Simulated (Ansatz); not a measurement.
WS2:
```cif
data_S4W2
_chemical_formula_sum 'W2 S4'
_space_group_name_H-M_alt 'P63/mmc'
_space_group_IT_number 194
_space_group_name_Hall '-P 6c 2c'
_cell_length_a 3.12682
_cell_length_b 3.12682
_cell_length_c 12.15594
_cell_angle_alpha 90.000
_cell_angle_beta 90.000
_cell_angle_gamma 120.000
loop_
_atom_site_label
_atom_site_type_symbol
_atom_site_symmetry_multiplicity
_atom_site_Wyckoff_symbol
_atom_site_fract_x
_atom_site_fract_y
_atom_site_fract_z
_atom_site_occupancy
W1 W 2 c 0.33333 0.66667 0.25000 1
S1 S 4 f 0.66667 0.33333 0.12150 1
```

Relaxed at zero pressure with DFT-LDA in the program Ansatz with PAW potentials.

The volume is lowered by 9 % and shape and atoms relax at that volume. What pressure results, and how do the axes share the change?

7.3 GPa; a -1.6 %, b -1.6 %, c -6.0 %; the energy rises by 29 meV/atom.

Give the new structure.


Space group P6₃/mmc (No. 194); a = b = 3.0764 Å, c = 11.4272 Å, α = β = 90.00°, γ = 120.00°

```tsv
atom	site	symmetry	x	y	z
W	2c	-6m2	0.3333	0.6667	0.2500
S	4f	3m.	0.6667	0.3333	0.1127
```

The phase is kept; no other phase was compared at this pressure.

Space group P6_3/mmc. Symmetry was held in the LDA relaxation; phonons on a q-mesh show no instability. The run is not spin-polarised. A crystal of weakly bound layers computed without a dispersion correction: the cell and the soft elastic constants depend strongly on that. Scalar-relativistic: spin–orbit coupling is off unless named, which matters more the heavier the elements.

Potentials: the later of the program's two PAW sets.
